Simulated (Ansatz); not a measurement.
LaCo2As2 in space group I4/mmm (No. 139; La on 2a, Co on 4d, As on 4e), plane-wave PAW PBE (Ansatz code), all energies at zero smearing, with the estimated change up to a 700 eV cutoff added, with one set of potentials and settings (totals compare only within such a set). Cell of 5 atoms (1 La, 2 Co, 2 As): -26218.420 eV.

| element | reference phase | E (eV/atom) |
|---|---|---|
| La | P6_3/mmc, 4 atoms in the cell | -6250.0953 |
| Co | P6_3/mmc, 2 atoms in the cell, spin-polarised | -5126.1559 |
| As | R-3m, 2 atoms in the cell | -4856.1377 |

Formation energy per atom, worked out: (-26218.420 − 1×(-6250.0953) − 2×(-5126.1559) − 2×(-4856.1377))/5 = -0.747 eV/atom (-72 kJ per mol of atoms), at 0 K, without zero-point energy or fitted corrections.

The workflow started from an entry of the Crystallography Open Database (COD, 298 K). Whether it is the stable phase at ambient conditions was not checked. The PBE relaxation kept the symmetry of its start; whether a distortion lowers the energy is not shown. Magnetic state: ferromagnetic, chosen from 2 collinear starts compared on coarse meshes (ties went to the first, and starts can fall back to one state), not a proven ground state. The references are the lowest solids computed at this level, not always the standard phases. Scalar-relativistic: spin–orbit coupling is off unless named, which matters more the heavier the elements.

Potentials: the later of the program's two PAW sets.
